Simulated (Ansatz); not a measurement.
Input and command of a plane-wave DFT calculation in Ansatz:

```yaml
crystal:
  lattice:
    - [-3.9072611318, 3.9072611318, 3.9072611318]
    - [3.9072611318, -3.9072611318, 3.9072611318]
    - [3.9072611318, 3.9072611318, -3.9072611318]
  atoms:
    - { symbol: Na, position: [0.0, 0.5, 0.5] }
    - { symbol: Na, position: [0.0, 0.0, 0.0] }
    - { symbol: Na, position: [0.5, 0.5, 0.0] }
    - { symbol: Mg, position: [0.5, 0.5, 0.5] }
    - { symbol: Mg, position: [0.0, 0.0, 0.5] }
    - { symbol: Mg, position: [0.0, 0.5, 0.0] }
    - { symbol: Mg, position: [0.5, 0.0, 0.0] }
    - { symbol: F, position: [0.25, 0.25, 0.5] }
    - { symbol: F, position: [0.75, 0.75, 0.5] }
    - { symbol: F, position: [0.75, 0.25, 0.0] }
    - { symbol: F, position: [0.25, 0.75, 0.0] }
    - { symbol: F, position: [0.75, 0.5, 0.75] }
    - { symbol: F, position: [0.25, 0.0, 0.75] }
    - { symbol: F, position: [0.25, 0.5, 0.25] }
    - { symbol: F, position: [0.75, 0.0, 0.25] }
    - { symbol: F, position: [0.5, 0.25, 0.25] }
    - { symbol: F, position: [0.0, 0.75, 0.25] }
    - { symbol: F, position: [0.0, 0.25, 0.75] }
    - { symbol: F, position: [0.5, 0.75, 0.75] }
total_charge: -1
basis:
  ecutwfc: 420
kpoints:
  mp_grid: { grid: [4, 4, 4] }
hamiltonian:
  xc: pbesol
scf:
  occupations: { method: gaussian, width: 0.05 }
output:
  forces: true
  stress: true
  eigenvalues: true
  write_density: true
  write_potential: true
  elf: true
  volumetric_format: npy
relax:
  adjacent_minimum: "off"
  f_tol: 0.02
  max_steps: 50
```

```bash
ansatz run input.yaml --threads 4 --pin off --max-ram 9216MiB --backend cpu --events-out ev --progress --plain --runs-dir out
```

Processor: Arm Neoverse V1, 4 threads, on a host shared with other jobs.

Q: Estimate time, memory and problem size.

A: About 14 s on 4 threads of Arm Neoverse V1, on a shared host, peak memory 0.82 GiB. It solves 95 bands at 8 k points (the mesh reduced by the symmetry that the task leaves, which can be less than the crystal's) with about 4729 plane waves, in 18 SCF iterations over 4 ionic steps.
